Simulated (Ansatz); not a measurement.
CoLi$_{3}$Nb$_{3}$O$_{12}$Ti:
```
CELL_PARAMETERS angstrom
      5.10764     0.00000     0.00000
      2.52319     2.11237    -8.44945
      2.54354     4.85435     0.00000
ATOMIC_POSITIONS crystal
  Co 0.82188 0.39630 0.96332
  Li 0.32870 0.88578 0.45352
  Li 0.57552 0.14721 0.70293
  Li 0.07328 0.63564 0.21206
  Nb 0.25178 0.24892 0.25074
  Nb 0.74417 0.74820 0.74736
  Nb 0.99881 0.99390 0.99867
  O  0.48223 0.30468 0.38225
  O  0.97805 0.80495 0.88293
  O  0.95856 0.43096 0.25364
  O  0.46171 0.93284 0.75787
  O  0.58149 0.05365 0.13362
  O  0.08736 0.55071 0.64269
  O  0.02626 0.11119 0.57817
  O  0.52744 0.60823 0.08318
  O  0.53843 0.36360 0.82936
  O  0.03459 0.86014 0.32872
  O  0.09523 0.18424 0.00195
  O  0.60251 0.67989 0.51072
  Ti 0.49998 0.50297 0.50631
```
Starting moments (μB, in the order of the atoms Co Li Li Li Nb Nb Nb O O O O O O O O O O O O Ti): 2.6 0.0 0.0 0.0 0.0 0.0 0.0 0.0 0.0 0.0 0.0 0.0 0.0 0.0 0.0 0.0 0.0 0.0 0.0 0.0.

Relaxed with r²SCAN. Special points in fractions of this cell's reciprocal vectors: Γ (0.000, 0.000, 0.000); X (0.500, 0.000, 0.000); Y (0.000, 0.500, 0.000); Z (0.000, 0.000, 0.500); R (0.500, 0.500, 0.500); T (0.000, 0.500, 0.500); U (0.500, 0.000, 0.500); V (0.500, 0.500, 0.000).

Task: List the band energies nearest the valence-band maximum at these points for plane-wave PAW r²SCAN (Ansatz code).

Result: In eV from the valence-band maximum; about four levels below and three above (degenerate sets whole), none deeper than 8.9 eV; points with the same levels are listed once.

```tsv
k	below	above
Γ ↑	-1.49 -1.34 -0.74 -0.68	1.99 2.11 2.24
X ↑	-1.55 -1.47 -0.95 -0.74	1.95 2.11 2.37
Y ↑	-1.49 -1.29 -0.78 -0.70	2.03 2.07 2.18
Z ↑	-1.57 -1.40 -1.02 -0.91	2.33 2.52 2.67
R ↑	-1.62 -1.41 -0.95 -0.77	2.01 2.04 2.38
T ↑	-1.59 -1.37 -1.03 -0.86	2.09 2.47 2.77
U ↑	-1.63 -1.42 -0.89 -0.77	2.12 2.27 2.33
V ↑	-1.53 -1.46 -0.99 -0.70	2.07 2.26 2.32
Γ ↓	-2.04 -2.00 -0.12 -0.01	1.53 1.95 2.07
X ↓	-2.16 -2.08 -0.14 -0.08	1.52 1.95 2.08
Y ↓	-2.14 -2.01 -0.10 0.00	1.48 2.04 2.07
Z ↓	-2.26 -2.02 -0.17 -0.04	1.82 2.20 2.36
R ↓	-2.16 -2.12 -0.18 -0.07	1.53 1.97 2.12
T ↓	-2.26 -2.15 -0.19 -0.03	1.73 2.12 2.37
U ↓	-2.21 -2.14 -0.20 -0.05	1.58 2.10 2.23
V ↓	-2.19 -2.16 -0.12 -0.09	1.55 2.08 2.22
```

Space group P1. The start of the workflow was typed in or built on a structure type; neither database checked (COD, Materials Project) lists it. Whether it is the stable phase at ambient conditions was not checked. The r²SCAN relaxation kept the symmetry of its start; whether a distortion lowers the energy is not shown. Spin order of the final state: ferromagnetic, the only order run, not a proven ground state. Other orbital occupations within this spin state were not tried. No Hubbard U is applied. Scalar-relativistic: spin–orbit coupling is off unless named, which matters more the heavier the elements.

Potentials: the later of the program's two PAW sets.
